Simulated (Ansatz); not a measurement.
TiTe$_{2}$:
```
TiTe2
1.0
    6.72344     0.00000     0.00000
    0.00000     6.72344     0.00000
    0.00000     0.00000     3.80445
Ti Te
2 4
Cartesian
  0.00000   0.00000   0.00000
  3.36172   3.36172   1.90223
  2.00279   2.00279   0.00000
  5.36451   1.35893   1.90223
  1.35893   5.36451   1.90223
  4.72066   4.72066   0.00000
```

Relaxed with r²SCAN. Special points in fractions of this cell's reciprocal vectors: Γ (0.000, 0.000, 0.000); X (0.000, 0.500, 0.000); M (0.500, 0.500, 0.000); Z (0.000, 0.000, 0.500); R (0.000, 0.500, 0.500); A (0.500, 0.500, 0.500).

Question: List the band energies nearest the Fermi level at these points for r²SCAN in the plane-wave PAW code Ansatz.

Answer: In eV from the Fermi level; about four levels below and three above (degenerate sets whole), none deeper than 8.9 eV; points with the same levels are listed once.

```
k                    below                above
-  -----------------------  -------------------
Γ  -1.23 -0.29 -0.16 -0.14  0.30 0.30 0.46 0.46
X  -0.69 -0.69 -0.60 -0.60  0.34 0.34 0.98 0.98
M  -0.34 -0.34 -0.21 -0.21  0.46 0.46 1.83 1.83
Z  -2.10 -2.10 -1.87 -1.87  0.91 0.91 1.13 1.13
R  -2.02 -2.02 -0.89 -0.89  0.03 0.03 1.11 1.11
A  -1.15 -1.15 -0.88 -0.88  0.72 0.72 0.91 0.91
```

Space group P4_2/mnm (rutile). A made-up cell: these elements were put on the sites of a structure type; neither database checked (COD, Materials Project) lists it. COD files the formula under space group No. 164. Its standing as an ambient phase is unchecked. Symmetry was held in the r²SCAN relaxation; its stability against distortions is not shown here. The run is not spin-polarised. Spin–orbit coupling is left out wherever it is not named.

Potentials: the later of the program's two PAW sets.
